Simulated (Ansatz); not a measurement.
Start of a relaxation of CdGaC4N4:

```cif
data_structure
_symmetry_space_group_name_H-M 'Cmmm'
_symmetry_Int_Tables_number 65
_cell_length_a 7.3023
_cell_length_b 8.1718
_cell_length_c 7.3023
_cell_angle_alpha 90.000
_cell_angle_beta 90.000
_cell_angle_gamma 90.000
_cell_volume 435.75
loop_
_atom_site_label
_atom_site_type_symbol
_atom_site_symmetry_multiplicity
_atom_site_Wyckoff_symbol
_atom_site_fract_x
_atom_site_fract_y
_atom_site_fract_z
_atom_site_occupancy
Cd1 Cd 2 c 0.50000 0.00000 0.50000 1
Ga1 Ga 2 a 0.00000 0.00000 0.00000 1
C1 C 8 o 0.81640 0.00000 0.81640 1
N1 N 8 o 0.70311 0.00000 0.70311 1
```

Level of theory: DFT PBE, scalar-relativistic, plane waves, PAW in Ansatz. Cutoff 420 eV, Gaussian smearing, Γ-centred meshes. Cell and atoms relax first on a coarse mesh and then on a finer one. In between, the cell is made exact in the group found at 0.06 Å. In metals the finer mesh still leaves noise of several meV/atom or more. The steps can't lower the symmetry of their start. No spin polarisation.

A guess keeps its type if space group and coordination stay and the shape of the cell changes little (axis ratios within about 15 %, angles within 6°); the volume may change.

Question: Does this structure survive the relaxation?

Answer: It keeps its type. The symmetry stays Cmmm (No. 65). The volume per atom grows by 10.2 %, from 21.8 to 24.0 Å³. The shortest distance stays 1.17 Å (C–N). Counting neighbours within 15 % of an atom's shortest distance, the start has C 1, Cd 4, Ga 4, N 1 and the end C 1, Cd 4, Ga 4, N 1.

The last run used an 8×8×6 mesh (in the run's order of axes) for its 10-atom cell and Gaussian smearing of 0.10 eV. Weakly bound directions are ill-defined at this level, which has no dispersion term. An odd number of electrons in the primitive cell allows no gap without spin; a larger cell or a magnetic state could open one. The cell is a metal run without spin, though a test with spin on the coarse mesh kept 1.0 μB a cell, so a magnetic state probably lies lower. A structure relaxed within its symmetry needn't be a true minimum.
